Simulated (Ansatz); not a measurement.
MgH$_{2}$:
```
CELL_PARAMETERS angstrom
      4.48492     0.00000     0.00000
      0.00000     4.48492     0.00000
      0.00000     0.00000     2.99660
ATOMIC_POSITIONS crystal
  Mg 0.50000 0.50000 0.50000
  Mg 0.00000 0.00000 0.00000
  H  0.69539 0.69539 0.00000
  H  0.30461 0.30461 0.00000
  H  0.80461 0.19539 0.50000
  H  0.19539 0.80461 0.50000
```

Relaxed with r²SCAN.

Question: Give the Bader charges and basin volumes of the independent atoms, r²SCAN in the plane-wave PAW code Ansatz.

Answer: 

```tsv
atom	Bader charge (e)	Bader volume (Å³)
Mg1	+1.68	5.8
H3	-0.84	12.2
```

Space group P4_2/mnm (rutile). Symmetry was held in the r²SCAN relaxation.

Potentials: the later of the program's two PAW sets.
